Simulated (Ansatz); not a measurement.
This Li5O3 structure is the end of a relaxation. The cell was found from a structure generator's guess, not taken from experiment.

These are results of DFT PBE, scalar-relativistic, plane waves, PAW in Ansatz 0.2.0, not measurements. Cutoff 420 eV, Γ-centred mesh, Gaussian smearing, collinear spin.

```cif
data_structure
_symmetry_space_group_name_H-M 'P 1'
_symmetry_Int_Tables_number 1
_cell_length_a 8.2703
_cell_length_b 8.2703
_cell_length_c 6.6156
_cell_angle_alpha 90.000
_cell_angle_beta 90.000
_cell_angle_gamma 90.000
_cell_volume 452.49
loop_
_atom_site_label
_atom_site_type_symbol
_atom_site_fract_x
_atom_site_fract_y
_atom_site_fract_z
_atom_site_occupancy
Li1 Li 0.00000 0.50000 0.25000 1
Li2 Li 0.34227 0.40940 0.14526 1
Li3 Li 0.09060 0.15773 0.35474 1
Li4 Li 0.65773 0.59060 0.14526 1
Li5 Li 0.90940 0.84227 0.35474 1
Li6 Li 0.50000 0.00000 0.75000 1
Li7 Li 0.40940 0.65773 0.85474 1
Li8 Li 0.15773 0.90940 0.64526 1
Li9 Li 0.59060 0.34227 0.85474 1
Li10 Li 0.84227 0.09060 0.64526 1
O1 O 0.15243 0.34757 0.25000 1
O2 O 0.84757 0.65243 0.25000 1
O3 O 0.34757 0.84757 0.75000 1
O4 O 0.65243 0.15243 0.75000 1
O5 O 0.50000 0.50000 0.00000 1
O6 O 0.00000 0.00000 0.50000 1
```

Formation energies are uncorrected and refer to the elements' standard structures at the same level (O₂ as a molecule).

Task: What space group does it have?

Result: P-4n2 (No. 118). Conventional cell: a = 8.270 Å, c = 6.616 Å. Around Li on a site of symmetry 222 lie 2 O at 1.78 Å; Li on a site of symmetry 1 is surrounded by 2 O at 1.79 Å; O on a site of symmetry 2 has 3 Li at 1.78–1.79 Å; O on a site of symmetry -4 has 4 Li at 1.79 Å.

Task: What is its formation energy per atom?

Result: −1.309 eV/atom. A negative formation energy is needed for stability but isn't enough: competing phases decide.

Task: Is it a metal?

Result: It can't be told: the gap on the 6×6×6 mesh is only 0.06 eV.

Task: Which magnetic moments does it keep?

Result: 0.12 μB per atom net, the space between the atoms included; by site: O 0.4 (×4) μB.

Task: From what recipe could a structure generator have reached it?

Result: One such recipe: 3-, 4-connected net, bridging atoms on its edges, bridges bent (P-4n2, No. 118). Other recipes can lead to the same cell.

The last run used collinear spin, a 6×6×6 mesh for its 16-atom cell and Gaussian smearing of 0.10 eV. The magnetic state reached may not be the lowest. A gap this small is below the smearing, so the run can't tell it from none. Symmetry constrained the relaxation, so the result can be a saddle point.
